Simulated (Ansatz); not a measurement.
Input:

Si$_{2}$Ni:
```
Si2Ni
1.0
    2.84715     0.00000     0.00000
   -1.42357     2.46570     0.00000
    0.00000     0.00000     5.29187
Ni Si
1 2
Cartesian
  0.00000   0.00000   0.00000
  0.00000   1.64380   1.66982
  1.42357   0.82190   3.62205
```

This is the PBEsol-relaxed structure.

Question: All from DFT-PBEsol in the program Ansatz with PAW potentials, unless another level is named. Give the electronic character.

Answer: metallic (no gap).

Question: Next, the formation energy from the elements (no fitted shifts)?

Answer: -0.23 eV/atom.

Question: And the density of states at the Fermi level?

Answer: 0.28 states/eV per atom (mean over ±0.08 eV).

Space group P-3m1. The start of the workflow was typed in or built on a structure type; neither database checked (COD, Materials Project) lists it. It is not the phase usual at ambient conditions (space group No. 225). Symmetry was held in the PBEsol relaxation; whether a distortion lowers the energy is not shown. The workflow began spin-polarised and lost its moments. The volume moved by -27 % from the start of the relaxation. The references are the lowest solids computed at this level, not always the standard phases.

Potentials: the earlier of the program's two PAW sets. The files were generated under PBE; for other functionals the program regenerates the frozen cores, and for LDA and PBEsol the local potential too.
